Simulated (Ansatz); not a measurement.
## Ga$_{26}$SiAs$_{27}$: course of a relaxation

Level of theory: Ansatz, DFT LDA, scalar-relativistic, plane waves, PAW. (420 eV cutoff, 2×2×2 k-mesh, Gaussian smearing of 0.02 eV, no spin polarisation)

What was changed: Si on a Ga site (Wyckoff letter a), charge +1, atoms relaxed at the host's cell.

In a supercell of 54 atoms the defect feels its periodic images.

Spin polarisation was left out.

Command:

```bash
ansatz run input.yaml --threads 8 --pin off --max-ram 20480MiB --backend cpu --events-out ev --progress --plain --runs-dir out
```

Input:

```yaml
crystal:
  lattice:
    - [8.4050723565, 0.0, 8.4050723565]
    - [8.4050723565, 8.4050723565, 0.0]
    - [0.0, 8.4050723565, 8.4050723565]
  atoms:
    - { symbol: Si, position: [0.0042729442, -0.0016035927, -0.0013490135] }
    - { symbol: Ga, position: [0.0015657445, 0.3326715192, 0.0008887933] }
    - { symbol: Ga, position: [0.0015607891, 0.6649527081, 0.0008828111] }
    - { symbol: Ga, position: [0.332740577, 0.0013969331, 0.0010053767] }
    - { symbol: Ga, position: [0.3336358708, 0.3333225647, -7.7077e-05] }
    - { symbol: Ga, position: [0.3327998434, 0.664979468, 0.0009989495] }
    - { symbol: Ga, position: [0.6650921531, 0.0014079387, 0.0008861426] }
    - { symbol: Ga, position: [0.665207601, 0.3326680186, 0.0009406986] }
    - { symbol: Ga, position: [0.6666920332, 0.6667612444, -9.82537e-05] }
    - { symbol: Ga, position: [0.0015557035, 0.0013261186, 0.3323155582] }
    - { symbol: Ga, position: [0.0008990711, 0.3331804483, 0.3327979703] }
    - { symbol: Ga, position: [0.0015635127, 0.6648848627, 0.3324055912] }
    - { symbol: Ga, position: [0.333659985, 0.0003490584, 0.3328676] }
    - { symbol: Ga, position: [0.3336666033, 0.333173647, 0.3328881275] }
    - { symbol: Ga, position: [0.3339739668, 0.6663043763, 0.3334942246] }
    - { symbol: Ga, position: [0.6653176651, 0.0013370796, 0.3321732535] }
    - { symbol: Ga, position: [0.6666380875, 0.333836343, 0.3334312786] }
    - { symbol: Ga, position: [0.666701462, 0.6662600896, 0.333329026] }
    - { symbol: Ga, position: [0.0015027113, 0.0013071541, 0.6646952022] }
    - { symbol: Ga, position: [0.0015427863, 0.332626672, 0.6646353643] }
    - { symbol: Ga, position: [0.0003556322, 0.6667544844, 0.6663269287] }
    - { symbol: Ga, position: [0.3328036659, 0.0013526159, 0.6645363186] }
    - { symbol: Ga, position: [0.3340532905, 0.3338295186, 0.665863987] }
    - { symbol: Ga, position: [0.3340719321, 0.6663318452, 0.6658485598] }
    - { symbol: Ga, position: [0.6667933554, 0.0003237719, 0.6662818045] }
    - { symbol: Ga, position: [0.6667066284, 0.3338550382, 0.6657675767] }
    - { symbol: Ga, position: [0.6667591705, 0.6668200623, 0.6662286076] }
    - { symbol: As, position: [0.2504926873, 0.2499958622, 0.2495979524] }
    - { symbol: As, position: [0.2507964327, 0.58286253, 0.250244735] }
    - { symbol: As, position: [0.2507630264, 0.9161857475, 0.2502409654] }
    - { symbol: As, position: [0.5833129258, 0.250564408, 0.2501666866] }
    - { symbol: As, position: [0.5835654333, 0.5834743767, 0.2496151829] }
    - { symbol: As, position: [0.5833173929, 0.9161289787, 0.2501424317] }
    - { symbol: As, position: [0.9164407967, 0.2505741268, 0.2501590326] }
    - { symbol: As, position: [0.916508309, 0.5828989627, 0.2501754103] }
    - { symbol: As, position: [0.9176657678, 0.9187576059, 0.2446423458] }
    - { symbol: As, position: [0.2507433275, 0.2505827109, 0.5825669153] }
    - { symbol: As, position: [0.2499832598, 0.5834784098, 0.5831545837] }
    - { symbol: As, position: [0.2507188627, 0.9161783405, 0.582579743] }
    - { symbol: As, position: [0.5836153147, 0.2500229371, 0.5830678888] }
    - { symbol: As, position: [0.5836348206, 0.5834737838, 0.5829928162] }
    - { symbol: As, position: [0.583739443, 0.9166722574, 0.5831418707] }
    - { symbol: As, position: [0.9164790126, 0.2505462791, 0.5825246013] }
    - { symbol: As, position: [0.9165912695, 0.5835846755, 0.5833540018] }
    - { symbol: As, position: [0.9166029918, 0.9166619657, 0.5832945917] }
    - { symbol: As, position: [0.2507649624, 0.2506455991, 0.9157644851] }
    - { symbol: As, position: [0.2507787255, 0.5829999123, 0.9157464746] }
    - { symbol: As, position: [0.2419309789, 0.918739772, 0.9186635617] }
    - { symbol: As, position: [0.5832852124, 0.2506353588, 0.9156520987] }
    - { symbol: As, position: [0.5837428361, 0.5836286016, 0.9161196306] }
    - { symbol: As, position: [0.5836682685, 0.9166234303, 0.9161497589] }
    - { symbol: As, position: [0.919822941, 0.2454391877, 0.9167634794] }
    - { symbol: As, position: [0.9165282789, 0.5836335164, 0.9162615726] }
    - { symbol: As, position: [0.9224292058, 0.9200207275, 0.9145567756] }
  host:
    lattice:
      - [0.0, 2.8016907855, 2.8016907855]
      - [2.8016907855, 0.0, 2.8016907855]
      - [2.8016907855, 2.8016907855, 0.0]
    atoms:
      - { symbol: Ga, position: [0.0, 0.0, 0.0] }
      - { symbol: As, position: [0.75, 0.75, 0.75] }
total_charge: 1
basis:
  ecutwfc: 420
  xc_grid: 2
kpoints:
  mp_grid: { grid: [2, 2, 2], shift: [0.0, 0.0, 0.0] }
hamiltonian:
  xc: lda
scf:
  occupations: { method: gaussian, width: 0.02 }
output:
  forces: true
  stress: false
  eigenvalues: true
  charged_corrections:
    defect_position: [0.0, 0.0, 0.0]
    epsilon: [[15.8256, 0.0, 0.0], [0.0, 15.8256, 0.0], [0.0, 0.0, 15.8256]]
  write_density: true
  write_potential: true
  elf: true
  volumetric_format: npy
relax:
  adjacent_minimum: "off"
  f_tol: 0.025
  max_steps: 45
```

F is the free energy.

Steps:

| step | F − F(1) (eV) | largest force component (eV/Å) |
| --- | --- | --- |
| 1 | 0.0000 | 0.509 |
| 2 | -0.0439 | 0.183 |
| 3 | -0.0483 | 0.004 |
| 4 | -0.0483 | 0.004 |

Relaxed structure:

```
CELL_PARAMETERS angstrom
8.40507 0.00000 8.40507
8.40507 8.40507 0.00000
0.00000 8.40507 8.40507
ATOMIC_POSITIONS crystal
Si 0.00044 0.00006 0.99956
Ga 0.00207 0.33245 0.00126
Ga 0.00211 0.66428 0.00129
Ga 0.33267 0.00187 0.00133
Ga 0.33353 0.33325 0.00014
Ga 0.33265 0.66434 0.00132
Ga 0.66446 0.00187 0.00134
Ga 0.66455 0.33246 0.00132
Ga 0.66675 0.66656 0.00027
Ga 0.00210 0.00182 0.33197
Ga 0.00106 0.33319 0.33269
Ga 0.00210 0.66431 0.33195
Ga 0.33349 0.00071 0.33272
Ga 0.33350 0.33321 0.33271
Ga 0.33430 0.66616 0.33350
Ga 0.66467 0.00182 0.33185
Ga 0.66652 0.33399 0.33348
Ga 0.66653 0.66616 0.33345
Ga 0.00203 0.00176 0.66401
Ga 0.00205 0.33244 0.66387
Ga 0.00100 0.66658 0.66602
Ga 0.33269 0.00185 0.66373
Ga 0.33431 0.33398 0.66565
Ga 0.33431 0.66621 0.66563
Ga 0.66679 0.00079 0.66601
Ga 0.66658 0.33400 0.66559
Ga 0.66678 0.66660 0.66601
As 0.25044 0.25009 0.24952
As 0.25106 0.58287 0.25026
As 0.25107 0.91593 0.25027
As 0.58316 0.25078 0.25027
As 0.58370 0.58341 0.24961
As 0.58315 0.91594 0.25028
As 0.91627 0.25078 0.25023
As 0.91629 0.58285 0.25025
As 0.91848 0.91813 0.24545
As 0.25103 0.25080 0.58237
As 0.25038 0.58342 0.58292
As 0.25100 0.91595 0.58239
As 0.58372 0.25014 0.58289
As 0.58372 0.58342 0.58287
As 0.58397 0.91652 0.58316
As 0.91631 0.25073 0.58235
As 0.91671 0.58373 0.58323
As 0.91672 0.91651 0.58325
As 0.25104 0.25081 0.91541
As 0.25105 0.58292 0.91540
As 0.24628 0.91816 0.91757
As 0.58319 0.25080 0.91538
As 0.58395 0.58376 0.91595
As 0.58395 0.91650 0.91595
As 0.91838 0.24594 0.91766
As 0.91669 0.58374 0.91597
As 0.91832 0.91809 0.91777
```

The run converged. Time: 7.1 min on 8 threads of Intel(R) Xeon(R) Processor @ 2.50GHz (Skylake/Cascade Lake), on a shared host, peak memory 16 GiB.